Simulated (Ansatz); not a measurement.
## CrO2: the volume at rest

CrO2 in a ferromagnetic state, starting from this typed cell of 9.51 Å³ an atom.

```
Cr O
1.0
     4.42000    0.00000    0.00000
     0.00000    4.42000    0.00000
     0.00000    0.00000    2.92000
Cr O
2 4
Direct
  0.00000 0.00000 0.00000
  0.50000 0.50000 0.50000
  0.30300 0.30300 0.00000
  0.69700 0.69700 0.00000
  0.80300 0.19700 0.50000
  0.19700 0.80300 0.50000
```

Method (Ansatz, development build): k mesh 4×4×6; Fermi–Dirac smearing of 0.1 eV; collinear spin from start moments 2.0, 2.0, 0.0, 0.0, 0.0, 0.0 μB (atoms as listed). Cell and atoms are relaxed to zero stress with the symmetry kept and no dispersion correction.

Caveats: coarse k mesh.

Task: What volume results under PBE, and how much do the potentials matter?

Result: 
```json
{"functional": "PBE", "potentials": "Ansatz generated PAW", "cutoff (eV)": "420", "volume (Å³/atom)": "9.62", "change (%)": "1.2"}
{"functional": "PBE", "potentials": "Ansatz hand-made PAW", "cutoff (eV)": "930", "volume (Å³/atom)": "9.62", "change (%)": "1.1"}
{"functional": "PBE", "potentials": "JTH PAW", "cutoff (eV)": "1380", "volume (Å³/atom)": "9.63", "change (%)": "1.3"}
{"functional": "PBE", "potentials": "Ansatz norm-conserving", "cutoff (eV)": "1279", "volume (Å³/atom)": "9.61", "change (%)": "1.1"}
```
